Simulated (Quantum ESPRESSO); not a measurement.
## WInTa3Pd3 (finding a planted mistake in a log)

Computed values, not a measurement. The program is pw.x of Quantum ESPRESSO 7.5 (plane-wave density functional theory). The cell is made up: eight metal atoms on a hexagonal close-packed lattice, with elements, volume, strain and displacements drawn at random and not relaxed, so it may be unstable or far from any real phase. PseudoDojo standard norm-conserving files set the functional (PBE unless stated); there is no spin polarisation or spin-orbit coupling, the Fermi-Dirac width of 0.25 eV means electrons at about 2900 K, and the masses in the input are unused placeholders. Heavy elements are run without spin-orbit coupling, which real alloys of them have. A spin test at this wide smearing found no moment, but such smearing suppresses magnetism that the real alloy may have.

Intended input:

```
&control calculation='scf', pseudo_dir='./dojo.nc.sr.pbe.v0_5.standard.upf', outdir='./o', disk_io='minimal', tprnfor=.true., tstress=.true. /
&system ibrav=0, nat=8, ntyp=4, nbnd=77, ecutwfc=82.02448710, nosym=.true., tot_charge=0,
 occupations='smearing', smearing='fd', degauss=0.0183746611
/
&electrons conv_thr=1.470e-08, electron_maxstep=70, mixing_beta=0.5 /
ATOMIC_SPECIES
In 1.0 In.upf
Pd 1.0 Pd.upf
Ta 1.0 Ta.upf
W 1.0 W.upf
CELL_PARAMETERS angstrom
2.9035 0.0 0.0
1.4517 -2.5145 -4.6083
1.4517 7.5435 -4.6083
ATOMIC_POSITIONS angstrom
W -0.0038 -0.0018 -0.0033
In 1.4838 2.5333 -4.5374
Ta 1.3602 -0.8491 -2.326
Pd 2.9176 1.7119 -6.9165
Pd 2.9316 5.0142 -4.6328
Pd 2.9701 -0.0386 -4.6126
Ta 2.8697 1.6456 -2.3238
Ta 4.2877 4.1997 -6.9044
K_POINTS automatic
8 5 3 1 1 1
```

The log is shortened where brackets say so; the opening notice, blank lines, dates and the lines on written files are dropped, and the path of the files is cut. It prints rydbergs, bohrs and kilobars, and counts compression as positive stress. Its total energy is the free energy E - TS of the whole cell.

Log of the intended run:

```
     Program PWSCF v.7.5
     Parallel version (MPI & OpenMP), running on       4 processor cores
     Number of MPI processes:                 4
     Threads/MPI process:                     1
     [start-up lines left out]
     bravais-lattice index     =            0
     lattice parameter (alat)  =       5.4868  a.u.
     unit-cell volume          =     908.1776 (a.u.)^3
     number of atoms/cell      =            8
     number of atomic types    =            4
     number of electrons       =       120.00
     number of Kohn-Sham states=           77
     kinetic-energy cutoff     =      82.0245  Ry
     charge density cutoff     =     328.0979  Ry
     scf convergence threshold =      1.5E-08
     mixing beta               =       0.5000
     number of iterations used =            8  plain     mixing
     Exchange-correlation= PBE
                           (   1   4   3   4   0   0   0)
     [axes and pseudopotential details left out]
   Cartesian axes
     site n.     atom                  positions (alat units)
         1        W      tau(   1) = (  -0.0013088  -0.0006199  -0.0011366  )
         2        In     tau(   2) = (   0.5110384   0.8724987  -1.5627346  )
         3        Ta     tau(   3) = (   0.4684691  -0.2924402  -0.8011021  )
         4        Pd     tau(   4) = (   1.0048562   0.5895988  -2.3821250  )
         5        Pd     tau(   5) = (   1.0096780   1.7269502  -1.5955915  )
         6        Pd     tau(   6) = (   1.0229378  -0.0132943  -1.5886344  )
         7        Ta     tau(   7) = (   0.9883589   0.5667643  -0.8003444  )
         8        Ta     tau(   8) = (   1.4767350   1.4464267  -2.3779576  )
     number of k points=    60  Fermi-Dirac smearing, width (Ry)=  0.0184
                       cart. coord. in units 2pi/alat
        k(    1) = (   0.0625000   0.0192450  -0.0538182), wk =   0.0333333
        k(    2) = (   0.0625000  -0.1732054   0.0511916), wk =   0.0333333
     [further k points left out]
     Dense  grid:    91177 G-vectors     FFT dimensions: (  32,  60, 100)
     Estimated max dynamical RAM per process >     377.21 MB
     Estimated total dynamical RAM >       1.41 GB
     Initial potential from superposition of free atoms
     starting charge     119.9923, renormalised to     120.0000
     Starting wfcs are   76 randomized atomic wfcs +    1 random wfcs
     total cpu time spent up to now is        6.4 secs
     per-process dynamical memory:   303.0 Mb
     Self-consistent Calculation
     iteration #  1     ecut=    82.02 Ry     beta= 0.50
     Davidson diagonalization with overlap
     ethr =  1.00E-02,  avg # of iterations =  3.0
     total cpu time spent up to now is       24.2 secs
     total energy              =   -1471.74782400 Ry
     estimated scf accuracy    <      25.17841652 Ry
     iteration #  2     ecut=    82.02 Ry     beta= 0.50
     Davidson diagonalization with overlap
     ethr =  1.00E-02,  avg # of iterations =  5.0
     total cpu time spent up to now is       47.4 secs
     total energy              =   -1476.60839949 Ry
     estimated scf accuracy    <     191.08218375 Ry
     [iterations 3 to 19 left out]
     iteration # 20     ecut=    82.02 Ry     beta= 0.50
     Davidson diagonalization with overlap
     ethr =  2.42E-11,  avg # of iterations =  2.0
     total cpu time spent up to now is      328.2 secs
     total energy              =   -1488.23245880 Ry
     estimated scf accuracy    <       0.00000003 Ry
     iteration # 21     ecut=    82.02 Ry     beta= 0.50
     Davidson diagonalization with overlap
     ethr =  2.22E-11,  avg # of iterations =  1.0
     total cpu time spent up to now is      342.2 secs
     End of self-consistent calculation
     [lines on levels left out]
!    total energy              =   -1488.23245880 Ry
     estimated scf accuracy    <          7.5E-10 Ry
     smearing contrib. (-TS)   =      -0.09952724 Ry
     internal energy E=F+TS    =   -1488.13293156 Ry
     The total energy is F=E-TS. E is the sum of the following terms:
     one-electron contribution =    -381.89679564 Ry
     hartree contribution      =     266.40906284 Ry
     xc contribution           =    -289.20824241 Ry
     ewald contribution        =   -1083.43695634 Ry
     convergence has been achieved in  21 iterations
     Forces acting on atoms (cartesian axes, Ry/au):
     atom    1 type  4   force =     0.00810407    0.01031518   -0.00685177
     atom    2 type  1   force =    -0.00468878   -0.00420625   -0.05125931
     atom    3 type  3   force =     0.01025965   -0.00875036   -0.00049915
     atom    4 type  2   force =    -0.00317480    0.00546418    0.01740148
     atom    5 type  2   force =    -0.00599440    0.00554396    0.00203735
     atom    6 type  2   force =    -0.01671133   -0.00351481   -0.01381403
     atom    7 type  3   force =     0.00730709   -0.00737418    0.08508449
     atom    8 type  3   force =     0.00489850    0.00252228   -0.03209908
     Total force =     0.111230     Total SCF correction =     0.000125
     Computing stress (Cartesian axis) and pressure
          total   stress  (Ry/bohr**3)                   (kbar)     P=       49.92
   0.00015159  -0.00008838   0.00001809           22.30      -13.00        2.66
  -0.00008838   0.00019203  -0.00019215          -13.00       28.25      -28.27
   0.00001809  -0.00019215   0.00067453            2.66      -28.27       99.23
     init_run     :      6.01s CPU      6.22s WALL (       1 calls)
     electrons    :    329.23s CPU    335.78s WALL (       1 calls)
     forces       :      2.84s CPU      2.85s WALL (       1 calls)
     stress       :      9.50s CPU      9.50s WALL (       1 calls)
     [timing details left out]
     PWSCF        :   5m47.78s CPU   5m54.64s WALL
     JOB DONE.
```

A second run was made from an input with one planted mistake. Its log:

```
     Program PWSCF v.7.5
     Parallel version (MPI & OpenMP), running on       4 processor cores
     Number of MPI processes:                 4
     Threads/MPI process:                     1
     [start-up lines left out]
     bravais-lattice index     =            0
     lattice parameter (alat)  =       5.5615  a.u.
     unit-cell volume          =     945.7480 (a.u.)^3
     number of atoms/cell      =            8
     number of atomic types    =            4
     number of electrons       =       120.00
     number of Kohn-Sham states=           77
     kinetic-energy cutoff     =      82.0245  Ry
     charge density cutoff     =     328.0979  Ry
     scf convergence threshold =      1.5E-08
     mixing beta               =       0.5000
     number of iterations used =            8  plain     mixing
     Exchange-correlation= PBE
                           (   1   4   3   4   0   0   0)
     [axes and pseudopotential details left out]
   Cartesian axes
     site n.     atom                  positions (alat units)
         1        W      tau(   1) = (  -0.0013252  -0.0006116  -0.0011213  )
         2        In     tau(   2) = (   0.5110432   0.8725110  -1.5627251  )
         3        Ta     tau(   3) = (   0.4684676  -0.2924227  -0.8010873  )
         4        Pd     tau(   4) = (   1.0048590   0.5896024  -2.3821271  )
         5        Pd     tau(   5) = (   1.0096840   1.7269453  -1.5955827  )
         6        Pd     tau(   6) = (   1.0229358  -0.0132858  -1.5886171  )
         7        Ta     tau(   7) = (   0.9883452   0.5667686  -0.8003398  )
         8        Ta     tau(   8) = (   1.4767244   1.4464152  -2.3779477  )
     number of k points=    60  Fermi-Dirac smearing, width (Ry)=  0.0184
                       cart. coord. in units 2pi/alat
        k(    1) = (   0.0625000   0.0192451  -0.0538188), wk =   0.0333333
        k(    2) = (   0.0625000  -0.1732059   0.0511909), wk =   0.0333333
     [further k points left out]
     Dense  grid:    94803 G-vectors     FFT dimensions: (  36,  64, 100)
     Estimated max dynamical RAM per process >     394.19 MB
     Estimated total dynamical RAM >       1.47 GB
     Initial potential from superposition of free atoms
     starting charge     119.9923, renormalised to     120.0000
     Starting wfcs are   76 randomized atomic wfcs +    1 random wfcs
     total cpu time spent up to now is        5.9 secs
     per-process dynamical memory:   317.9 Mb
     Self-consistent Calculation
     iteration #  1     ecut=    82.02 Ry     beta= 0.50
     Davidson diagonalization with overlap
     ethr =  1.00E-02,  avg # of iterations =  3.0
     total cpu time spent up to now is       21.9 secs
     total energy              =   -1471.72928797 Ry
     estimated scf accuracy    <      25.14392218 Ry
     iteration #  2     ecut=    82.02 Ry     beta= 0.50
     Davidson diagonalization with overlap
     ethr =  1.00E-02,  avg # of iterations =  5.0
     total cpu time spent up to now is       43.1 secs
     total energy              =   -1477.00049042 Ry
     estimated scf accuracy    <     189.65399700 Ry
     [iterations 3 to 19 left out]
     iteration # 20     ecut=    82.02 Ry     beta= 0.50
     Davidson diagonalization with overlap
     ethr =  2.56E-11,  avg # of iterations =  2.1
     total cpu time spent up to now is      300.4 secs
     total energy              =   -1488.23531833 Ry
     estimated scf accuracy    <       0.00000004 Ry
     iteration # 21     ecut=    82.02 Ry     beta= 0.50
     Davidson diagonalization with overlap
     ethr =  2.56E-11,  avg # of iterations =  1.1
     total cpu time spent up to now is      312.8 secs
     End of self-consistent calculation
     [lines on levels left out]
!    total energy              =   -1488.23531834 Ry
     estimated scf accuracy    <          1.1E-09 Ry
     smearing contrib. (-TS)   =      -0.10432167 Ry
     internal energy E=F+TS    =   -1488.13099666 Ry
     The total energy is F=E-TS. E is the sum of the following terms:
     one-electron contribution =    -403.71962535 Ry
     hartree contribution      =     273.37568657 Ry
     xc contribution           =    -288.89188596 Ry
     ewald contribution        =   -1068.89517192 Ry
     convergence has been achieved in  21 iterations
     Forces acting on atoms (cartesian axes, Ry/au):
     atom    1 type  4   force =     0.00748942    0.01050925   -0.00594558
     atom    2 type  1   force =    -0.00423955   -0.00323566   -0.04452757
     atom    3 type  3   force =     0.00859832   -0.00793682    0.00043438
     atom    4 type  2   force =    -0.00256261    0.00630706    0.01518282
     atom    5 type  2   force =    -0.00518246    0.00748711   -0.00170717
     atom    6 type  2   force =    -0.01414528   -0.00816415   -0.01062537
     atom    7 type  3   force =     0.00625860   -0.01169367    0.08018245
     atom    8 type  3   force =     0.00378356    0.00672690   -0.03299396
     Total force =     0.104143     Total SCF correction =     0.000127
     Computing stress (Cartesian axis) and pressure
          total   stress  (Ry/bohr**3)                   (kbar)     P=      -25.01
  -0.00032363  -0.00007344   0.00001662          -47.61      -10.80        2.45
  -0.00007344  -0.00029621  -0.00017373          -10.80      -43.57      -25.56
   0.00001662  -0.00017373   0.00010980            2.45      -25.56       16.15
     init_run     :      5.55s CPU      5.80s WALL (       1 calls)
     electrons    :    300.30s CPU    306.96s WALL (       1 calls)
     forces       :      2.52s CPU      2.55s WALL (       1 calls)
     stress       :      8.76s CPU      8.95s WALL (       1 calls)
     [timing details left out]
     PWSCF        :   5m17.22s CPU   5m24.43s WALL
     JOB DONE.
```

Question: the log repeats what the program read. Compare it with the intended run: what was wrong in the second input?

Answer: the cell and the positions are scaled by a wrong factor. The input lines that differ:

```
- 2.9035 0.0 0.0
- 1.4517 -2.5145 -4.6083
- 1.4517 7.5435 -4.6083
+ 2.943 0.0 0.0
+ 1.4714 -2.5487 -4.671
+ 1.4714 7.6461 -4.671
- W -0.0038 -0.0018 -0.0033
- In 1.4838 2.5333 -4.5374
- Ta 1.3602 -0.8491 -2.326
- Pd 2.9176 1.7119 -6.9165
- Pd 2.9316 5.0142 -4.6328
- Pd 2.9701 -0.0386 -4.6126
- Ta 2.8697 1.6456 -2.3238
- Ta 4.2877 4.1997 -6.9044
+ W -0.0039 -0.0018 -0.0033
+ In 1.504 2.5678 -4.5991
+ Ta 1.3787 -0.8606 -2.3576
+ Pd 2.9573 1.7352 -7.0106
+ Pd 2.9715 5.0824 -4.6958
+ Pd 3.0105 -0.0391 -4.6753
+ Ta 2.9087 1.668 -2.3554
+ Ta 4.346 4.2568 -6.9983
```

```
                                            intended run  run with the mistake
                          free energy (eV)    -20248.434            -20248.473
         entropy term -TS, part of it (eV)        -1.354                -1.419
                            pressure (GPa)          4.99                 -2.50
size of the largest force component (eV/Å)         2.188                 2.062
largest change of a force component (eV/Å)                               0.173
                                iterations            21                    21
```

For scale, a rerun of the intended cell at a higher cutoff and on a denser mesh moved values by no more than 0.004 eV in energy, 0.10 GPa in stress and 0.007 eV/Å in force, and a second program with other atomic files agreed on that cell to 2 % rms in force and 0.5 GPa in pressure.